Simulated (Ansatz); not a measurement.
Below is a relaxed structure of Al₂InAs₃. The cell was found from a structure generator's guess, not taken from experiment.

Theory: DFT PBE, scalar-relativistic, plane waves, PAW (Ansatz 0.2.0). Cutoff 420 eV, Γ-centred mesh, Gaussian smearing, no spin polarisation.

```cif
data_structure
_symmetry_space_group_name_H-M 'P 1'
_symmetry_Int_Tables_number 1
_cell_length_a 4.1554
_cell_length_b 4.1554
_cell_length_c 10.1900
_cell_angle_alpha 90.000
_cell_angle_beta 90.000
_cell_angle_gamma 120.000
_cell_volume 152.38
loop_
_atom_site_label
_atom_site_type_symbol
_atom_site_fract_x
_atom_site_fract_y
_atom_site_fract_z
_atom_site_occupancy
Al1 Al 0.00000 0.00000 0.00675 1
Al2 Al 0.66667 0.33333 0.32721 1
In1 In 0.33333 0.66667 0.66495 1
As1 As 0.00000 0.00000 0.76484 1
As2 As 0.33333 0.66667 0.40303 1
As3 As 0.66667 0.33333 0.08321 1
```

Energies over the elements count from the elements' standard structures at the same level, with no fitted energy shifts.

Question: Find its symmetry and describe it.

Answer: P3m1 (No. 156), with Al and In ordered on zinc blende sites. Conventional cell: a = 4.155 Å, c = 10.190 Å. Al on its first site has 4 As at 2.47–2.52 Å; Al on its second site has 4 As at 2.49–2.52 Å; around In lie 4 As at 2.61–2.67 Å; As on its first site has 1 Al at 2.47 Å and 3 In at 2.61 Å; 2 more sites not described.

Question: What is its formation energy per atom?

Answer: −0.377 eV/atom. It lies below the elements, which doesn't yet make it stable against other compounds or structures.

Question: Is it a metal?

Answer: No, the gap on the 6×6×4 mesh is 0.65 eV.

The last run used a 6×6×4 mesh (in the run's order of axes) for its 6-atom cell and Gaussian smearing of 0.02 eV. Kohn–Sham gaps at this level usually fall short of measured ones. The reference form of As is held partly by dispersion forces, which this level lacks. A later test with randomly moved atoms came back to the same energy, though modes that don't fit the test's cell weren't probed.
